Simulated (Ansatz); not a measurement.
KAs$_{2}$Rh$_{2}$ in space group I4/mmm (No. 139; K on 2a, As on 4e, Rh on 4d), PBE (plane waves, PAW; program Ansatz), all energies at zero smearing, with the estimated change up to a 700 eV cutoff added, with one set of potentials and settings (totals compare only within such a set). Cell of 5 atoms (1 K, 2 As, 2 Rh): -24058.908 eV.

| element | reference phase | E (eV/atom) |
|---|---|---|
| K | Im-3m, 1 atoms in the cell | -1537.7858 |
| As | R-3m, 2 atoms in the cell | -4856.1377 |
| Rh | Fm-3m, 1 atoms in the cell | -6402.8911 |

Formation energy per atom, worked out: (-24058.908 − 1×(-1537.7858) − 2×(-4856.1377) − 2×(-6402.8911))/5 = -0.613 eV/atom (-59 kJ per mol of atoms), at 0 K, without zero-point energy or fitted corrections.

The workflow started from a Materials Project entry (that database holds measured and hypothetical structures alike); the Crystallography Open Database copy checked does not list it. Whether it is the stable phase at ambient conditions was not checked. The cell was relaxed with PBE under the symmetry of its start; whether a distortion lowers the energy is not shown. The run is not spin-polarised. The references are the lowest solids computed at this level, not always the standard phases.

Potentials: the later of the program's two PAW sets.
